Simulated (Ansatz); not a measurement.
SiO2:
```
CELL_PARAMETERS angstrom
      5.03533     0.00000     0.00000
     -2.51767     4.36073     0.00000
      0.00000     0.00000     8.56589
ATOMIC_POSITIONS crystal
  Si 0.66667 0.33333 0.93705
  Si 0.33333 0.66667 0.43705
  Si 0.66667 0.33333 0.56295
  Si 0.33333 0.66667 0.06295
  O  0.00000 0.41304 0.00000
  O  0.58696 0.00000 0.50000
  O  0.58696 0.58696 0.00000
  O  0.00000 0.58696 0.50000
  O  0.41304 0.00000 0.00000
  O  0.41304 0.41304 0.50000
  O  0.66667 0.33333 0.75000
  O  0.33333 0.66667 0.25000
```

Relaxed with r²SCAN.

Question: Which orbitals make up the states near the band edges in r²SCAN in the plane-wave PAW code Ansatz?

Answer: Top 1 eV of the valence band: O 2p 97 %. Bottom 1 eV of the conduction band: Si 3s 32 %, Si 3p 18 %, O 2s 15 %, outside the projected shells 31 %. Projections are on Löwdin-orthogonalised atomic valence shells; empty p or d shells of many metals are not among them.

Question: Tabulate the density of states.

Answer: States/eV per cell of 12 atoms, in 0.25 eV bins, energy from the valence-band maximum.

| E (eV) | total | O 2p | Si 3p | O 2s |
|---|---|---|---|---|
| -7.85 | 1.03 | 0.71 | 0.08 | 0.05 |
| -7.60 | 0.36 | 0.25 | 0.03 | 0.02 |
| -7.35 | 1.88 | 1.32 | 0.18 | 0.08 |
| -7.10 | 2.72 | 1.94 | 0.28 | 0.11 |
| -6.85 | 2.94 | 2.13 | 0.34 | 0.11 |
| -6.60 | 3.76 | 2.76 | 0.48 | 0.12 |
| -6.35 | 2.63 | 1.97 | 0.39 | 0.06 |
| -6.10 | 1.55 | 1.17 | 0.28 | 0.02 |
| -5.85 | 3.09 | 2.38 | 0.67 | 0.01 |
| -5.60 | 16.97 | 13.31 | 3.40 | 0.04 |
| -5.35 | 11.30 | 9.03 | 2.10 | 0.02 |
| -5.10 | 0.81 | 0.65 | 0.14 | 0.00 |
| -4.85 | 0.00 | 0.00 | 0.00 | 0.00 |
| -4.60 | 0.00 | 0.00 | 0.00 | 0.00 |
| -4.35 | 0.00 | 0.00 | 0.00 | 0.00 |
| -4.10 | 0.00 | 0.00 | 0.00 | 0.00 |
| -3.85 | 0.00 | 0.00 | 0.00 | 0.00 |
| -3.60 | 0.00 | 0.00 | 0.00 | 0.00 |
| -3.35 | 0.09 | 0.07 | 0.01 | 0.00 |
| -3.10 | 9.54 | 7.91 | 1.10 | 0.36 |
| -2.85 | 14.71 | 12.88 | 1.10 | 0.43 |
| -2.60 | 9.46 | 8.70 | 0.38 | 0.17 |
| -2.35 | 10.89 | 10.09 | 0.41 | 0.16 |
| -2.10 | 16.10 | 14.85 | 0.72 | 0.22 |
| -1.85 | 12.11 | 11.33 | 0.42 | 0.13 |
| -1.60 | 7.07 | 6.63 | 0.22 | 0.08 |
| -1.35 | 3.68 | 3.50 | 0.08 | 0.04 |
| -1.10 | 10.74 | 10.26 | 0.18 | 0.12 |
| -0.85 | 12.11 | 11.63 | 0.17 | 0.14 |
| -0.60 | 10.29 | 9.97 | 0.15 | 0.06 |
| -0.35 | 5.58 | 5.46 | 0.05 | 0.02 |
| -0.10 | 5.61 | 5.55 | 0.02 | 0.01 |
| 0.15 | 0.00 | 0.00 | 0.00 | 0.00 |
| 0.40 | 0.00 | 0.00 | 0.00 | 0.00 |
| 0.65 | 0.00 | 0.00 | 0.00 | 0.00 |
| 0.90 | 0.00 | 0.00 | 0.00 | 0.00 |
| 1.15 | 0.00 | 0.00 | 0.00 | 0.00 |
| 1.40 | 0.00 | 0.00 | 0.00 | 0.00 |
| 1.65 | 0.00 | 0.00 | 0.00 | 0.00 |
| 1.90 | 0.00 | 0.00 | 0.00 | 0.00 |
| 2.15 | 0.00 | 0.00 | 0.00 | 0.00 |
| 2.40 | 0.00 | 0.00 | 0.00 | 0.00 |
| 2.65 | 0.00 | 0.00 | 0.00 | 0.00 |
| 2.90 | 0.00 | 0.00 | 0.00 | 0.00 |
| 3.15 | 0.00 | 0.00 | 0.00 | 0.00 |
| 3.40 | 0.00 | 0.00 | 0.00 | 0.00 |
| 3.65 | 0.00 | 0.00 | 0.00 | 0.00 |
| 3.90 | 0.00 | 0.00 | 0.00 | 0.00 |
| 4.15 | 0.00 | 0.00 | 0.00 | 0.00 |
| 4.40 | 0.00 | 0.00 | 0.00 | 0.00 |
| 4.65 | 0.00 | 0.00 | 0.00 | 0.00 |
| 4.90 | 0.00 | 0.00 | 0.00 | 0.00 |
| 5.15 | 0.00 | 0.00 | 0.00 | 0.00 |
| 5.40 | 0.00 | 0.00 | 0.00 | 0.00 |
| 5.65 | 0.00 | 0.00 | 0.00 | 0.00 |
| 5.90 | 0.00 | 0.00 | 0.00 | 0.00 |
| 6.15 | 0.01 | 0.00 | 0.00 | 0.00 |
| 6.40 | 0.24 | 0.00 | 0.02 | 0.04 |
| 6.65 | 0.43 | 0.01 | 0.07 | 0.07 |
| 6.90 | 0.63 | 0.02 | 0.13 | 0.10 |
| 7.15 | 0.67 | 0.03 | 0.17 | 0.10 |
| 7.40 | 0.85 | 0.04 | 0.24 | 0.13 |
| 7.65 | 1.04 | 0.06 | 0.32 | 0.15 |
| 7.90 | 1.22 | 0.07 | 0.41 | 0.18 |
| 8.15 | 1.44 | 0.09 | 0.51 | 0.21 |
| 8.40 | 1.85 | 0.12 | 0.67 | 0.26 |
| 8.65 | 2.02 | 0.13 | 0.77 | 0.27 |
| 8.90 | 2.23 | 0.16 | 0.91 | 0.27 |
| 9.15 | 2.86 | 0.21 | 1.20 | 0.29 |
| 9.40 | 3.04 | 0.20 | 1.18 | 0.26 |
| 9.65 | 4.67 | 0.31 | 1.90 | 0.54 |
| 9.90 | 7.98 | 0.43 | 3.27 | 0.89 |
| 10.15 | 9.98 | 0.53 | 4.39 | 1.05 |
| 10.40 | 7.01 | 0.40 | 3.21 | 0.69 |
| 10.65 | 7.51 | 0.55 | 3.40 | 0.80 |
| 10.90 | 7.85 | 0.65 | 4.02 | 0.84 |

Space group P6_322. The first step of the workflow began from a Materials Project structure, measured or hypothetical; the Crystallography Open Database copy checked does not list it. It is not the phase usual at ambient conditions (space group No. 92, 152, 154). The cell was relaxed with r²SCAN under the symmetry of its start. At this level the phase is dynamically unstable (imaginary phonons).

Potentials: the earlier of the program's two PAW sets.
